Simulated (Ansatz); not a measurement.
ScF$_{3}$:
```yaml
crystal:
  lattice:
    - [2.81179, 1.62339, 4.65566]
    - [-2.81179, 1.62339, 4.65566]
    - [0.00000, -3.24678, 4.65566]
  atoms:
    - { symbol: Sc, position: [0.50000, 0.50000, 0.50000] }
    - { symbol: Sc, position: [0.00000, 0.00000, 0.00000] }
    - { symbol: F, position: [0.70182, 0.25000, 0.79818] }
    - { symbol: F, position: [0.29818, 0.75000, 0.20182] }
    - { symbol: F, position: [0.79818, 0.70182, 0.25000] }
    - { symbol: F, position: [0.20182, 0.29818, 0.75000] }
    - { symbol: F, position: [0.25000, 0.79818, 0.70182] }
    - { symbol: F, position: [0.75000, 0.20182, 0.29818] }
```

Relaxed with r²SCAN. Independent-particle spectrum: no excitons, no local fields, no scissors shift; 0.1 eV broadening; ε₁ of the summed bands alone.

Q: Tabulate the dielectric function from plane-wave PAW r²SCAN (Ansatz code).

A: 

| E (eV) | ε₁ xx | ε₂ xx | ε₁ zz | ε₂ zz |
|---|---|---|---|---|
| 0.0 | 1.94 | 0.00 | 1.95 | 0.00 |
| 0.3 | 1.95 | 0.00 | 1.95 | 0.00 |
| 0.6 | 1.95 | 0.00 | 1.95 | 0.00 |
| 0.9 | 1.95 | 0.00 | 1.96 | 0.00 |
| 1.2 | 1.96 | 0.00 | 1.96 | 0.00 |
| 1.5 | 1.96 | 0.00 | 1.97 | 0.00 |
| 1.8 | 1.97 | 0.00 | 1.98 | 0.00 |
| 2.1 | 1.98 | 0.00 | 1.99 | 0.00 |
| 2.4 | 2.00 | 0.00 | 2.00 | 0.00 |
| 2.7 | 2.01 | 0.00 | 2.02 | 0.00 |
| 3.0 | 2.03 | 0.00 | 2.03 | 0.00 |
| 3.3 | 2.05 | 0.00 | 2.06 | 0.00 |
| 3.6 | 2.07 | 0.00 | 2.08 | 0.00 |
| 3.9 | 2.10 | 0.00 | 2.11 | 0.00 |
| 4.2 | 2.13 | 0.00 | 2.14 | 0.00 |
| 4.5 | 2.17 | 0.00 | 2.17 | 0.00 |
| 4.8 | 2.21 | 0.00 | 2.22 | 0.00 |
| 5.1 | 2.26 | 0.00 | 2.27 | 0.00 |
| 5.4 | 2.32 | 0.00 | 2.33 | 0.00 |
| 5.7 | 2.40 | 0.00 | 2.41 | 0.00 |
| 6.0 | 2.49 | 0.00 | 2.50 | 0.00 |
| 6.3 | 2.62 | 0.00 | 2.63 | 0.00 |
| 6.6 | 2.78 | 0.00 | 2.79 | 0.00 |
| 6.9 | 3.03 | 0.00 | 3.05 | 0.00 |
| 7.2 | 3.48 | 0.01 | 3.50 | 0.00 |
| 7.5 | 4.85 | 0.45 | 4.96 | 0.44 |
| 7.8 | 4.05 | 2.69 | 4.00 | 2.77 |
| 8.1 | 2.91 | 3.29 | 2.91 | 3.32 |
| 8.4 | 0.78 | 3.24 | 0.79 | 3.22 |
| 8.7 | 1.18 | 1.43 | 1.01 | 1.45 |
| 9.0 | 1.36 | 1.01 | 1.44 | 0.87 |
| 9.3 | 2.39 | 1.05 | 2.52 | 1.03 |
| 9.6 | 2.05 | 1.65 | 2.09 | 1.73 |
| 9.9 | 1.90 | 1.80 | 1.93 | 1.87 |
| 10.2 | 2.23 | 1.39 | 2.14 | 1.47 |
| 10.5 | 2.87 | 3.30 | 2.86 | 3.23 |
| 10.8 | 0.05 | 3.23 | 0.03 | 3.27 |
| 11.1 | 0.12 | 2.04 | 0.04 | 2.04 |
| 11.4 | 0.26 | 1.70 | 0.22 | 1.66 |
| 11.7 | 0.22 | 1.53 | 0.21 | 1.47 |
| 12.0 | 0.18 | 1.28 | 0.18 | 1.26 |

Q: From ε at 7.6 eV (xx: 5.13 + 1.57i), find n, k, the normal reflectivity and the absorption coefficient.

A: n = 2.29, k = 0.343, R = 16 %, α = 2kE/ħc = 260000 cm⁻¹.

With all bands, ε∞ without local fields is 2.18 (xx = yy), 2.18 (zz). DFPT, with local fields, gives 2.15 (xx = yy), 2.15 (zz).

Space group R-3c. The first step of the workflow began from a Materials Project structure, measured or hypothetical; the Crystallography Open Database copy checked does not list it. COD files the formula under space group No. 155, 191, 194, 221, so this cell is another polymorph or a model. Its standing as an ambient phase is unchecked. The cell was relaxed with r²SCAN under the symmetry of its start; phonons on a q-mesh show no instability. No spin polarisation was allowed.

Potentials: the later of the program's two PAW sets.
